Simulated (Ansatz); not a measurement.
# Rocksalt alloy of MgO and CaO (12 of 32 Mg sites exchanged), 64 atoms

Ansatz, PAW, plane waves. PBEsol relaxation of volume and atoms (shape held) at the single k point (¼, ¼, ¼) without its symmetry partners; single points on the relaxed atoms at the single k point (¼, ¼, ¼) without its symmetry partners, onto which points of the small cell's zone fold. Arrangement: unlike neighbours preferred. No spin–orbit coupling unless named.

Relaxed structure:

```
O Ca Mg
1.0
     8.92432    0.00000    0.00000
     0.00000    8.92432    0.00000
     0.00000    0.00000    8.92432
O Ca Mg
32 12 20
Direct
  0.24975 0.00051 0.99981
  0.24975 0.00048 0.49981
  0.24975 0.50043 0.99981
  0.24975 0.50046 0.49981
  0.74975 0.00045 0.99980
  0.74975 0.00047 0.49980
  0.74975 0.50064 0.99981
  0.74976 0.50047 0.49981
  0.00374 0.25016 0.99970
  0.01320 0.24930 0.49983
  0.00381 0.75078 0.99986
  0.01320 0.75160 0.49974
  0.49577 0.25016 0.99979
  0.48630 0.24935 0.49984
  0.49566 0.75077 0.99986
  0.48629 0.75165 0.49981
  0.98789 0.00046 0.26471
  0.98786 0.00044 0.73487
  0.99868 0.50035 0.26578
  0.99864 0.50060 0.73380
  0.51164 0.00050 0.26474
  0.51161 0.00052 0.73490
  0.50086 0.50040 0.26581
  0.50082 0.50054 0.73383
  0.24974 0.24915 0.24618
  0.24975 0.24918 0.75342
  0.24974 0.75175 0.24621
  0.24974 0.75179 0.75342
  0.74978 0.23804 0.23682
  0.74972 0.23806 0.76276
  0.74977 0.76290 0.23686
  0.74971 0.76292 0.76277
  0.99699 0.00045 0.99979
  0.99972 0.50045 0.99981
  0.50251 0.00046 0.99982
  0.49978 0.50048 0.99981
  0.74976 0.24768 0.49980
  0.74973 0.75326 0.49982
  0.24976 0.00047 0.25285
  0.24975 0.00046 0.74677
  0.24974 0.50046 0.25232
  0.24975 0.50047 0.74730
  0.74977 0.50045 0.24976
  0.74973 0.50048 0.74985
  0.00007 0.00047 0.49979
  0.00685 0.50049 0.49980
  0.49943 0.00047 0.49983
  0.49264 0.50043 0.49982
  0.24974 0.24995 0.99979
  0.24974 0.24980 0.49983
  0.24975 0.75097 0.99982
  0.24975 0.75113 0.49979
  0.74975 0.24280 0.99979
  0.74976 0.75800 0.99982
  0.74977 0.00046 0.25128
  0.74972 0.00045 0.74835
  0.00105 0.24686 0.25370
  0.00103 0.24678 0.74596
  0.00105 0.75413 0.25368
  0.00106 0.75405 0.74593
  0.49845 0.24686 0.25367
  0.49846 0.24680 0.74594
  0.49845 0.75412 0.25368
  0.49845 0.75408 0.74592
```

(1) What are the mean bond lengths by pair (pairs within 1.2 times the sum of covalent radii, less contacts 15 % beyond the pair's median; cation–cation pairs of compounds aside; long ionic contacts are cut short by that bound)?

(2) What gap lies between the top filled and the lowest empty level in the single points?

Answers

(1) Ca–O 2.273 ± 0.059 Å (standard deviation, 72 bonds); Mg–O 2.209 ± 0.056 Å (standard deviation, 120 bonds).

(2) r²SCAN 5.70 eV (4.6 s on NVIDIA GB300). Away from Γ this isn't the crystal's band gap.
